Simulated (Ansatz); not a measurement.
Na2NbO4 in Ansatz, relaxation

Run with:

```bash
ansatz run input.yaml --threads 2 --pin off --max-ram 3584MiB --backend cpu --events-out ev --progress --plain --runs-dir out
```

input.yaml:

```yaml
crystal:
  lattice:
    - [0.0, 4.584929, 4.584929]
    - [4.584929, 0.0, 4.584929]
    - [4.584929, 4.584929, 0.0]
  atoms:
    - { symbol: O, position: [0.26271, 0.26271, 0.26271] }
    - { symbol: O, position: [0.28813, 0.73729, 0.73729] }
    - { symbol: O, position: [0.26271, 0.26271, 0.71187] }
    - { symbol: O, position: [0.73729, 0.28813, 0.73729] }
    - { symbol: O, position: [0.71187, 0.26271, 0.26271] }
    - { symbol: O, position: [0.73729, 0.73729, 0.73729] }
    - { symbol: O, position: [0.26271, 0.71187, 0.26271] }
    - { symbol: O, position: [0.73729, 0.73729, 0.28813] }
    - { symbol: Nb, position: [0.375, 0.375, 0.375] }
    - { symbol: Nb, position: [0.625, 0.625, 0.625] }
    - { symbol: Na, position: [0.0, 0.0, 0.0] }
    - { symbol: Na, position: [0.5, 0.0, 0.0] }
    - { symbol: Na, position: [0.0, 0.0, 0.5] }
    - { symbol: Na, position: [0.0, 0.5, 0.0] }
  symmetry: { tolerance: 0.0003 }
kpoints:
  mp_grid: { grid: [5, 5, 5], shift: [0, 0, 0] }
magnetization:
  spin_polarized: false
scf:
  occupations: { method: methfessel_paxton, width: 0.0192 }
  lower_state_search: "off"
hamiltonian:
  pseudopotentials: { kind: paw }
  xc: r2scan
basis:
  ecutwfc: 500
  fft_grid_basis: typed
relax:
  max_steps: 40
  f_tol: 0.03
output:
  forces: true
  stress: true
  eigenvalues: true
  bader: true
  populations: true
  elf: true
  write_potential: true
  volumetric_format: npy
  dos:
    e_range: [-12, 8]
    de: 0.05
    projected: { site_lists: { Na: [Na], Nb: [Nb], O: [O] } }
checkpoint:
  read: saved_state
```

Origin of the cell: a known structure type with other elements, at an estimated volume, so it need not be a known compound.

The saved state is a converged single point of the same cell.

Steps:

| step | ΔF (meV/atom) | max force component (eV/Å) | SCF iterations | step was |
| --- | --- | --- | --- | --- |
| 1 | 0.0 | 1.725 | 5 | accepted |
| 2 | -54.0 | 0.209 | 5 | accepted |
| 3 | -55.0 | 0.009 | 5 | accepted |
| 4 | -55.0 | 0.009 | 3 | accepted |

Step 1, with forces in eV/Å:

```xyz
14
Lattice="0.000 4.585 4.585 4.585 0.000 4.585 4.585 4.585 0.000" Properties=species:S:1:pos:R:3:forces:R:3 pbc="T T T" step=1
O     2.409    2.409    2.409   -1.725   -1.725   -1.725
O     6.761    4.701    4.701    1.725   -1.725   -1.725
O     4.468    4.468    2.409    1.725    1.725   -1.725
O     4.701    6.761    4.701   -1.725    1.725   -1.725
O     2.409    4.468    4.468   -1.725    1.725    1.725
O     6.761    6.761    6.761    1.725    1.725    1.725
O     4.468    2.409    4.468    1.725   -1.725    1.725
O     4.701    4.701    6.761   -1.725   -1.725    1.725
Nb    3.439    3.439    3.439    0.000    0.000    0.000
Nb    5.731    5.731    5.731    0.000    0.000    0.000
Na    0.000    0.000    0.000    0.000    0.000    0.000
Na    0.000    2.292    2.292    0.000    0.000    0.000
Na    2.292    2.292    0.000    0.000    0.000    0.000
Na    2.292    0.000    2.292    0.000    0.000    0.000
```

Step 2, with forces in eV/Å:

```xyz
14
Lattice="0.000 4.585 4.585 4.585 0.000 4.585 4.585 4.585 0.000" Properties=species:S:1:pos:R:3:forces:R:3 pbc="T T T" step=2
O     2.375    2.375    2.375   -0.209   -0.209   -0.209
O     6.794    4.668    4.668    0.209   -0.209   -0.209
O     4.502    4.502    2.375    0.209    0.209   -0.209
O     4.668    6.794    4.668   -0.209    0.209   -0.209
O     2.375    4.502    4.502   -0.209    0.209    0.209
O     6.794    6.794    6.794    0.209    0.209    0.209
O     4.502    2.375    4.502    0.209   -0.209    0.209
O     4.668    4.668    6.794   -0.209   -0.209    0.209
Nb    3.439    3.439    3.439    0.000    0.000    0.000
Nb    5.731    5.731    5.731    0.000    0.000    0.000
Na    0.000    0.000    0.000    0.000    0.000    0.000
Na    0.000    2.292    2.292    0.000    0.000    0.000
Na    2.292    2.292    0.000    0.000    0.000    0.000
Na    2.292    0.000    2.292    0.000    0.000    0.000
```

Step 4, with forces in eV/Å:

```xyz
14
Lattice="0.000 4.585 4.585 4.585 0.000 4.585 4.585 4.585 0.000" Properties=species:S:1:pos:R:3:forces:R:3 pbc="T T T" step=4
O     2.370    2.370    2.370   -0.009   -0.009   -0.009
O     6.800    4.663    4.663    0.009   -0.009   -0.009
O     4.507    4.507    2.370    0.009    0.009   -0.009
O     4.663    6.800    4.663   -0.009    0.009   -0.009
O     2.370    4.507    4.507   -0.009    0.009    0.009
O     6.800    6.800    6.800    0.009    0.009    0.009
O     4.507    2.370    4.507    0.009   -0.009    0.009
O     4.663    4.663    6.800   -0.009   -0.009    0.009
Nb    3.439    3.439    3.439    0.000    0.000    0.000
Nb    5.731    5.731    5.731    0.000    0.000    0.000
Na    0.000    0.000    0.000    0.000    0.000    0.000
Na    0.000    2.292    2.292    0.000    0.000    0.000
Na    2.292    2.292    0.000    0.000    0.000    0.000
Na    2.292    0.000    2.292    0.000    0.000    0.000
```

* Free energy lowered by: 55.0 meV/atom
* Final pressure: -0.71 GPa
* Relaxation steps listed: 4
* Gap on the mesh: none (metal)

Caveats: no moments, though an odd count or open d shells may carry them; the SCF threshold is looser than advised for a stress; the relaxation held the start's symmetry, so the end may be a saddle point.

It ran for 55 s on 2 threads of AMD EPYC 9R45 (Zen 5), on a shared host, peak memory 1.1 GiB, from a saved density.
